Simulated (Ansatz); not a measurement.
# Profile along the Br–Li line in LiBr (rock salt)

LiBr (rock salt)

Space group Fm-3m (No. 225); a = b = c = 5.4113 Å, α = β = γ = 90.00°

```tsv
atom	site	symmetry	x	y	z
Br	4a	m-3m	0.0000	0.0000	0.0000
Li	4b	m-3m	0.5000	0.5000	0.5000
```
(The calculation used a cell of 2 atoms; values per cell refer to that cell.)

Fields along a shortest Br–Li line of a {100} plane (2.71 Å), from Br to Li, interpolated on the slice's grid (step about 0.2 Å). These are PBEsol (plane waves to 420 eV, PAW, scalar-relativistic; Ansatz, a quantum-chemistry and plane-wave program) values and carry that method's errors. k mesh 11×11×11. These are valence fields of a PAW run, semicore shells included where kept as valence: close to a nucleus they are smooth pseudo fields. LiBr was relaxed with its symmetry unable to fall.

| distance from Br (Å) | valence electron density (e/Å³) | electron localisation function |
|---|---|---|
| 0.00 | 0.06 | x |
| 0.14 | 0.14 | x |
| 0.27 | 0.43 | x |
| 0.41 | 0.82 | x |
| 0.54 | 1.13 | 0.53 |
| 0.68 | 1.18 | 0.80 |
| 0.81 | 0.99 | 0.88 |
| 0.95 | 0.72 | 0.88 |
| 1.08 | 0.48 | 0.86 |
| 1.22 | 0.32 | 0.82 |
| 1.35 | 0.21 | 0.76 |
| 1.49 | 0.14 | 0.60 |
| 1.63 | 0.10 | 0.28 |
| 1.76 | 0.08 | 0.06 |
| 1.90 | 0.08 | 0.02 |
| 2.03 | 0.14 | 0.08 |
| 2.17 | 0.65 | 0.47 |
| 2.30 | 2.42 | x |
| 2.44 | 5.22 | x |
| 2.57 | 8.10 | x |
| 2.71 | 9.39 | x |

x: too close to a nucleus for the ELF to mean much.

Density on the Br–Li line (2.71 Å) at its density minimum, 1.8 Å from Br: 0.07 e/Å³. ELF at that point: 0.0. Character of the Br–Li contact (rough rule: ELF there above 0.7 covalent, below 0.2 ionic, polar between): closed-shell (ionic).
